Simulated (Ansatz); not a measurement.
# Sn5PbSe6: computed properties

Method: DFT PBE, scalar-relativistic, plane waves, PAW (Ansatz).

Plane waves to 420 eV, a k mesh through Γ of 8×8×2 on the computed 12-atom cell and Gaussian smearing (0.02 eV); no spin polarisation.

The structure is relaxed at this level of theory with its symmetry kept, and needn't be the ground state of this composition.

```xyz
12
Lattice="4.3042 0.0000 0.0000 0.0000 4.3042 0.0000 0.0000 0.0000 18.2654" Properties=species:S:1:pos:R:3 pbc="T T T"
Sn    0.0000    0.0000   12.1596
Sn    2.1521    2.1521   15.1971
Sn    2.1521    2.1521    3.0684
Sn    0.0000    0.0000    6.1058
Sn    2.1521    2.1521    9.1327
Pb    0.0000    0.0000    0.0000
Se    0.0000    0.0000   15.1618
Se    2.1521    2.1521    0.0000
Se    0.0000    0.0000    3.1036
Se    2.1521    2.1521    6.0964
Se    0.0000    0.0000    9.1327
Se    2.1521    2.1521   12.1690
```

Question: Formation energy from the elements' standard states (uncorrected)?

Answer: -0.453 eV/atom.

Question: Kohn–Sham band gap?

Answer: 0.00 eV, direct at (-0.012, 0.479, 0.336).

Question: Orbital (Löwdin) character of the top 1 eV of the valence band?

Answer: Se 4p 57 %, Sn 5s 21 %, Sn 5p 15 %.

Question: Orbital (Löwdin) character of the lowest 1 eV of the conduction band?

Answer: Sn 5p 63 %, Se 4p 12 %, Se 4s 11 %, Pb 6p 9 %.

Question: Electron masses at the edge by direction of the standard setting (m_e; one valley, along these axes only; no spin-orbit coupling)?

Answer: x: 0.072; y: 0.025; z: 0.025.

Question: Hole masses at the edge by direction of the standard setting (m_e; one valley, along these axes only; no spin-orbit coupling)?

Answer: x: 0.060; y: 0.024; z: 0.025.

Spin-orbit coupling is left out, which matters for the bands of heavy elements.

The cell was found from a structure generator's guess, not taken from experiment. Kohn–Sham gaps at this level usually fall short of measured ones. Löwdin shares on free-atom orbitals overweight diffuse shells in the empty bands.
